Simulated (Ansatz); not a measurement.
## Structure relaxation, TiSi₂

The start is a generated cell, TiSi2 built in the Al2Cu structure type. Cell shape, volume and atoms are optimised at zero target pressure with PBE (plane waves to 420 eV, PAW, scalar-relativistic; Ansatz, an electronic-structure program). First-step values are on the input's coarse k-mesh.

Ansatz input (later rounds restart from its end on a renewed k-mesh):
Ansatz 0.2 input:
```yaml
crystal:
  lattice:
    - [-3.425305, 3.425305, 2.756123]
    - [3.425305, -3.425305, 2.756123]
    - [3.425305, 3.425305, -2.756123]
  atoms:
    - { symbol: Si, position: [0.658, 0.158, 0.816] }
    - { symbol: Si, position: [0.842, 0.658, 0.5] }
    - { symbol: Si, position: [0.158, 0.342, 0.5] }
    - { symbol: Si, position: [0.342, 0.842, 0.184] }
    - { symbol: Ti, position: [0.25, 0.25, 0] }
    - { symbol: Ti, position: [0.75, 0.75, 0] }
basis: { ecutwfc: 420, ecutrho_ratio: 4, xc_grid: 2, fft_grid_basis: typed }
kpoints: { mp_grid: { grid: [6, 6, 6] } }
hamiltonian:
  xc: pbe
  dispersion: none
  pseudopotentials: { azcp: { folder: ./paw }, kind: paw }
scf: { occupations: { method: fermi_dirac, width: 0.05 } }
relax: { f_tol: 0.01, max_steps: 100, cell: { stress_tol: 0.02 } }
output: { forces: true, stress: true }
```

```json
{
 "initial_pressure": "-17 GPa (negative: the cell is under tension)",
 "largest_initial_force": "about 0.4 eV/Å, on Si1, Si2, Si3, Si4 (atoms numbered as listed)",
 "outcome": "The space group goes from I4/mcm (No. 140) to P4/mmm (No. 123), with 3 atoms in the primitive cell",
 "energy_released": "0.50 eV/atom",
 "volume_change": "-19.6 %, from 21.56 to 17.34 Å³/atom",
 "Shortest distances (start → end)": "The closest pairs of elements (up to four, under 3.6 Å), start → end: Si–Ti 2.93 → 2.58 Å; Ti–Ti 2.76 → 2.68 Å; Si–Si 3.06 → 2.68 Å",
 "band_gap_at_the_end": "zero (metallic)",
 "optimiser_moves": "14"
}
```

The end point of the relaxation:

```cif
data_Si2Ti
_chemical_formula_sum 'Si2 Ti1'
_space_group_name_H-M_alt 'P4/mmm'
_space_group_IT_number 123
_space_group_name_Hall '-P 4 2'
_cell_length_a 4.40177
_cell_length_b 4.40177
_cell_length_c 2.68423
_cell_angle_alpha 90.000
_cell_angle_beta 90.000
_cell_angle_gamma 90.000
loop_
_atom_site_label
_atom_site_type_symbol
_atom_site_symmetry_multiplicity
_atom_site_Wyckoff_symbol
_atom_site_fract_x
_atom_site_fract_y
_atom_site_fract_z
_atom_site_occupancy
Si1 Si 2 f 0.00000 0.50000 0.00000 1
Ti1 Ti 1 b 0.00000 0.00000 0.50000 1
```

Final values are on a 11×11×17 k-mesh of the relaxed cell. No spin polarisation in the result.

The run could not lose the symmetry of its start: the end is stationary, and may be a saddle point rather than a minimum.

The relaxed structure here is a generated cell of TiSi2: the first start was made by placing the elements on the sites of a structure type, and the end was not matched to a known phase here, so it may be hypothetical. Known forms of TiSi2 include space group No. 63, 70.
